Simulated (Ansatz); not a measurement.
**Fe: from a starting cell to a relaxed one**

The start is a generated cell, Fe placed in the AFLOW prototype A_hR12_166_2h (as in B). Cell shape, volume and atoms are optimised at zero target pressure with PBE (plane waves to 420 eV, PAW, scalar-relativistic; Ansatz, a first-principles code). The first steps use a coarse 6×6×6 k-mesh.

Initial structure:
```
CELL_PARAMETERS angstrom
      2.88407     1.66512     4.92259
     -2.88407     1.66512     4.92259
      0.00000    -3.33024     4.92259
ATOMIC_POSITIONS crystal
  Fe 0.01040 0.65729 0.01040
  Fe 0.01040 0.01040 0.65729
  Fe 0.65729 0.01040 0.01040
  Fe 0.98960 0.34271 0.98960
  Fe 0.98960 0.98960 0.34271
  Fe 0.34271 0.98960 0.98960
  Fe 0.22060 0.63230 0.22060
  Fe 0.22060 0.22060 0.63230
  Fe 0.63230 0.22060 0.22060
  Fe 0.77940 0.36770 0.77940
  Fe 0.77940 0.77940 0.36770
  Fe 0.36770 0.77940 0.77940
```
Spin-polarised start, with parallel moments on Fe.

```json
{
  "initial_pressure": "+55.3 GPa (positive: the cell is compressed)",
  "volume_change": "+19.7 %, from 11.82 to 14.15 Å³/atom",
  "Shortest distances (start → end)": "The closest pairs of elements (up to four, under 3.6 Å), start → end: Fe–Fe 2.01 → 2.00 Å",
  "band_gap_at_the_end": "no gap (metallic)",
  "optimiser_moves": "15"
}
```

Relaxed structure:

Space group R-3m, hexagonal axes (No. 166); a = 6.1226 Å, b = 6.1226 Å, c = 15.6908 Å, α = 90.00°, β = 90.00°, γ = 120.00°

```json
[
 {"atom": "Fe", "site": "18h", "symmetry": ".m", "x": "0.2502", "y": "0.1251", "z": "0.1094"},
 {"atom": "Fe", "site": "18h", "symmetry": ".m", "x": "0.2106", "y": "0.4211", "z": "0.0263"}
]
```
(The calculation used a cell of 12 atoms; values per cell refer to that cell.)

Final values are on a 8×8×8 k-mesh of the relaxed cell. Spin state reached: ferrimagnetic (net 0.44 μB/atom), from parallel starting moments; other spin orders were not run from this start.

The run could not lose the symmetry of its start: the end is stationary, and may be a saddle point rather than a minimum.

The relaxed structure here is a generated cell of Fe: the first start was made by placing the elements on the sites of a structure type, and the end was not matched to a known phase here, so it may be hypothetical. Known forms of Fe include space group No. 229.
